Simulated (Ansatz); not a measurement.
**Relaxing a structure of Pt**

The start is a generated cell, Pt placed in the AFLOW prototype A_hR1_166_a (A10, as in Hg). The structure is fully relaxed (lattice and positions, P = 0) with r2SCAN (plane waves to 500 eV, PAW, scalar-relativistic; Ansatz, a program for electronic structure). The first steps use a coarse 14×14×14 k-mesh.

The start:
```
Pt
1.0
    1.50124     0.86674     1.92888
   -1.50124     0.86674     1.92888
    0.00000    -1.73349     1.92888
Pt
1
Cartesian
  0.00000   0.00000   0.00000
```

Initial pressure: +19.6 GPa (positive: the cell is compressed)
Outcome: The space group goes from R-3m (No. 166) to Fm-3m (No. 225); the end is fcc (Cu type), with 1 atom in the primitive cell
Energy released: 0.29 eV/atom
Volume change: +1.5 %, from 15.06 to 15.29 Å³/atom
Band gap at the end: zero (metallic)
Optimiser moves: 9

It ends as:

```cif
data_Pt4
_chemical_formula_sum 'Pt4'
_space_group_name_H-M_alt 'Fm-3m'
_space_group_IT_number 225
_space_group_name_Hall '-F 4 2 3'
_cell_length_a 3.94001
_cell_length_b 3.94001
_cell_length_c 3.94001
_cell_angle_alpha 90.000
_cell_angle_beta 90.000
_cell_angle_gamma 90.000
loop_
_atom_site_label
_atom_site_type_symbol
_atom_site_symmetry_multiplicity
_atom_site_Wyckoff_symbol
_atom_site_fract_x
_atom_site_fract_y
_atom_site_fract_z
_atom_site_occupancy
Pt1 Pt 4 a 0.00000 0.00000 0.00000 1
```
(The calculation used a cell of 1 atom; values per cell refer to that cell.)

Final values are on a 20×20×20 k-mesh of the relaxed cell. No spin polarisation in the result.

The run could not lose the symmetry of its start.
